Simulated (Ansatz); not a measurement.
Data:

Starting cell, Bi (A7 type, space group R-3m):

```xyz
2
Lattice="2.2603 1.3050 4.0094 -2.2603 1.3050 4.0094 0.0000 -2.6099 4.0094" Properties=species:S:1:pos:R:3 pbc="T T T"
Bi     0.0000     0.0000     2.8111
Bi     0.0000     0.0000     9.2172
```

Scan: atom 1 (Bi, nearest neighbour Bi at 3.068 Å; its periodic images, 4.5 Å or more away, move with it) is displaced along Cartesian [111], direction (0.577, 0.577, 0.577) in Cartesian axes, by s. The other atoms stay.

These are r2SCAN+rVV10 (plane waves to 500 eV, PAW, scalar-relativistic; Ansatz, a program for electronic structure) values and carry that method's errors. k mesh 10×10×10 (Γ-centred), Fermi-Dirac smearing 0.05 eV. Energies are smeared free energies. With partly filled bands, energies and forces of such displacements shift with the k mesh and the smearing. Bi was relaxed with its symmetry unable to fall. Spin-orbit coupling is left out, though Bi is heavy. The zero of ΔE is the undisplaced structure.

The scan covers s from -0.610 to 0.610 Å in 11 points.

**Question.** Is this a single well or a double well?

**Answer.** A single well with its minimum at or next to zero displacement.

**Question.** Is the energy the same for displacements of ±0.610 Å, and if not, which side lies higher?

**Answer.** Not even: the negative side lies higher at ±0.610 Å. With its periodic images moving along, the atom's site symmetry in this cell is 3m.

**Question.** What is the energy change at s = 0.610 Å?

**Answer.** 180 meV/cell.

**Question.** What force acts on the atom along the line at s = -0.610 Å?

**Answer.** 4.09 eV/Å.

**Question.** What is the force constant k = d²E/ds² of this move at s = 0?

**Answer.** 3.30 eV/Å².

(A displaced cell: forces are minus the slopes of the energy, force constants its curvatures, and phonons follow from these.)
